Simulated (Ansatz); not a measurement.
SiGe$_{3}$:
```cif
data_Ge3Si
_chemical_formula_sum 'Si1 Ge3'
_space_group_name_H-M_alt 'P-4m2'
_space_group_IT_number 115
_space_group_name_Hall 'P -4 -2'
_cell_length_a 3.96655
_cell_length_b 3.96655
_cell_length_c 5.59420
_cell_angle_alpha 90.000
_cell_angle_beta 90.000
_cell_angle_gamma 90.000
loop_
_atom_site_label
_atom_site_type_symbol
_atom_site_symmetry_multiplicity
_atom_site_Wyckoff_symbol
_atom_site_fract_x
_atom_site_fract_y
_atom_site_fract_z
_atom_site_occupancy
Si1 Si 1 a 0.00000 0.00000 0.00000 1
Ge1 Ge 2 g 0.50000 0.00000 0.24409 1
Ge2 Ge 1 c 0.50000 0.50000 0.50000 1
```

Relaxed at zero pressure with plane-wave PAW PBEsol (Ansatz code).

**Question.** The volume is lowered by 9 % and shape and atoms relax at that volume. What pressure results, and how do the axes share the change?

**Answer.** 8.8 GPa; a -3.1 %, b -3.1 %, c -3.2 %; the energy rises by 50 meV/atom.

**Question.** Give the new structure.

**Answer.** 
Space group P-4m2 (No. 115); a = 3.845 Å, b = 3.845 Å, c = 5.417 Å, α = 90.00°, β = 90.00°, γ = 90.00°

```
atom  site  symmetry       x       y       z
----  ----  --------  ------  ------  ------
Si      1a      -4m2  0.0000  0.0000  0.0000
Ge      2g      2mm.  0.5000  0.0000  0.2440
Ge      1c      -4m2  0.5000  0.5000  0.5000
```

The phase is kept; no other phase was compared at this pressure.

The start of the workflow was typed in or built on a structure type; neither database checked (COD, Materials Project) lists it. Whether it is the stable phase at ambient conditions was not checked. The PBEsol relaxation kept the symmetry of its start; of distortions, only those at the zone centre were tested.

Potentials: the earlier of the program's two PAW sets.
